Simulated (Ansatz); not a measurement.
AlGa₃As₄:
```
AlGa3As4
1.0
    4.01056     0.00000     0.00000
    0.00000     4.01056     0.00000
    0.00000     0.00000    11.32561
Ga As Al
3 4 1
Cartesian
  0.00000   0.00000   8.49739
  2.00528   2.00528   0.00000
  0.00000   0.00000   2.82822
  2.00528   0.00000   9.91182
  0.00000   2.00528   1.41379
  2.00528   0.00000   4.24896
  0.00000   2.00528   7.07665
  2.00528   2.00528   5.66280
```

Relaxed with r²SCAN.

Task: Tabulate the valence density and the electron localisation function along the shortest As–Ga contact (2.45 Å), r²SCAN (plane waves, PAW; program Ansatz).

Result: 

```tsv
distance from As (Å)	density (e/Å³)	ELF
0.25	27.41	0.07
0.37	14.33	0.13
0.49	5.94	0.28
0.61	2.24	0.49
0.74	1.07	0.65
0.86	0.78	0.74
0.98	0.66	0.79
1.10	0.56	0.81
1.23	0.50	0.75
1.35	0.48	0.59
1.47	0.50	0.40
1.59	0.60	0.30
1.72	0.90	0.23
1.84	1.83	0.14
1.96	4.75	0.07
2.09	12.38	0.02
2.21	26.72	0.02
```

The density is the valence pseudo-density with augmentation charge, so density and ELF within about 1 Å of a nucleus are not all-electron values.

Space group P-4m2. The start of the workflow was typed in or built on a structure type; neither database checked (COD, Materials Project) lists it. Its standing as an ambient phase is unchecked. The r²SCAN relaxation kept the symmetry of its start; whether a distortion lowers the energy is not shown.

Potentials: the earlier of the program's two PAW sets.
